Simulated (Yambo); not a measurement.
Absorption of MgTiF₆ (space group R-3, No. 148) with and without the electron-hole interaction (Yambo, LDA bands; 4×4×4 mesh, 18 valence and 7 conduction bands, static screening with 70 bands and a 3 Ry block, scissor 4.70 eV, Tamm-Dancoff; field along x). Axes are Cartesian, with cell vectors (Å) (2.61, 1.51, 4.44), (-2.61, 1.51, 4.44), (0.00, -3.01, 4.44).

```csv
E (eV),"Im ε, BSE","Im ε, independent quasiparticles"
5.11,0.03,0.01
5.21,0.03,0.01
5.31,0.03,0.01
5.41,0.03,0.02
5.52,0.03,0.02
5.62,0.04,0.02
5.72,0.04,0.02
5.82,0.05,0.02
5.92,0.05,0.02
6.02,0.06,0.02
6.12,0.06,0.02
6.22,0.07,0.02
6.32,0.09,0.02
6.42,0.10,0.02
6.52,0.13,0.02
6.62,0.17,0.02
6.72,0.22,0.03
6.82,0.29,0.03
6.92,0.38,0.03
7.02,0.49,0.03
7.12,0.76,0.03
7.22,1.38,0.03
7.32,2.31,0.04
7.42,2.08,0.04
7.52,1.23,0.04
7.62,0.85,0.04
7.72,0.74,0.05
7.82,0.83,0.05
7.92,1.08,0.05
8.02,0.95,0.06
8.12,0.58,0.06
8.22,0.37,0.07
8.32,0.28,0.08
8.42,0.24,0.09
8.52,0.23,0.10
8.62,0.23,0.11
8.72,0.25,0.12
8.82,0.30,0.14
8.92,0.39,0.16
9.02,0.49,0.19
9.13,0.52,0.23
9.23,0.51,0.29
9.33,0.47,0.37
9.43,0.47,0.49
9.53,0.55,0.71
9.63,0.74,1.08
9.73,1.04,1.66
9.83,1.01,2.58
9.93,0.71,3.87
10.03,0.55,4.32
10.13,0.53,3.68
10.23,0.58,3.67
10.33,0.64,4.08
10.43,0.74,4.05
10.53,0.83,3.25
10.63,1.01,2.32
10.73,1.22,1.85
10.83,1.66,1.63
10.93,2.44,1.41
11.03,3.73,1.16
11.13,4.32,0.91
11.23,4.65,0.75
11.33,4.80,0.69
11.43,5.69,0.70
11.53,6.19,0.69
11.63,5.92,0.65
11.73,4.87,0.60
11.83,4.50,0.55
11.93,3.63,0.55
12.03,3.01,0.58
```

The scissor comes from a G0W0 run whose convergence isn't established. Broadening 0.15 eV. The band window holds all transitions up to 17.2 eV. Fine structure above the onset can come from the mesh.

Geometry of the Materials Project entry, not relaxed at this level; primitive cell a = b = c = 5.3688 Å, α = β = γ = 58.13°.

The structure is a Materials Project entry; no match was found in the copy of COD used, and its stability was not checked.
